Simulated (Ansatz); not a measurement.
**Lu6MgWO12, one structure, two calculations**

Cell: a computed structure from the Materials Project (it need not be an observed phase), taken as it stands.

```cif
data_Lu6MgWO12
_symmetry_space_group_name_H-M 'R-3:H'
_symmetry_Int_Tables_number 148
_cell_length_a 9.3417
_cell_length_b 9.3417
_cell_length_c 10.5725
_cell_angle_alpha 90.000
_cell_angle_beta 90.000
_cell_angle_gamma 120.000
loop_
_atom_site_label
_atom_site_type_symbol
_atom_site_symmetry_multiplicity
_atom_site_Wyckoff_symbol
_atom_site_fract_x
_atom_site_fract_y
_atom_site_fract_z
Mg Mg 3 b 0.0000 0.0000 0.5000
Lu Lu 18 f 0.7768 0.7392 0.3019
W W 3 a 0.0000 0.0000 0.0000
O9 O 18 f 0.5129 0.8744 0.5677
O11 O 18 f 0.8109 0.9725 0.3778
```

One atom of each set is listed; the run and its k-mesh use a cell of 20 atoms with edges of 6.44, 6.44, 6.44 Å.

First run. Level of theory: DFT, PBE, plane waves and PAW, scalar-relativistic, collinear spin, 420 eV cutoff, Γ-centred 5×5×5 k-points, Fermi–Dirac smearing 0.05 eV (Ansatz 0.2.0). Start moments as typed (μB): 2 on each W, none on the rest.

| site | V_zz (10²¹ V/m²) | η | m (μB) |
| --- | --- | --- | --- |
| Mg | -0.39 | 0.00 | 0.00 |
| Lu | -20.0 | 0.47 | 0.00 |
| W | -1.16 | 0.00 | 0.95 |
| O9 | 2.94 | 0.32 | 0.03 |
| O11 | 0.88 | 0.81 | 0.00 |

Second run. The same atoms and settings, except that the functional is r2SCAN and the cutoff is 500 eV.

(1) Given the first result, estimate the second.

## Answers

(1) 

```tsv
site	V_zz	η	change of V_zz	m (μB)
Mg	-0.40	0.00	-0.01	0.00
Lu	-20.5	0.45	-0.43	0.00
W	-0.94	0.00	+0.22	1.00
O9	3.02	0.33	+0.08	0.03
O11	1.09	0.72	+0.21	0.00
```

The largest change of V_zz is on Lu, from -20.0 to -20.5. In per cent, |V_zz| changes by +2 on Lu, +3 on O (all sites that start above 2).

The largest force is 0.7 eV/Å, so the atoms aren't at the calculated equilibrium and relaxing them would move these values. With no gap above 0.1 eV, as in a metal, the gradients converge slowly in k; expect changes of a tenth or more on a denser mesh. Without spin–orbit coupling the gradients at and beside Lu and W can be off by some per cent, at some sites by more. Semilocal functionals make gaps too small and can close them, so the real compound need not be a metal. All moments are parallel here, as the start or the cell imposes; many such compounds order antiparallel, where fields and spin densities carried over to other atoms largely cancel. The magnetic order is the one that the run reached from its start moments, not necessarily the measured one.
For the second run: The program didn't check the stability of this electronic state in full, so a lower one may lie near.
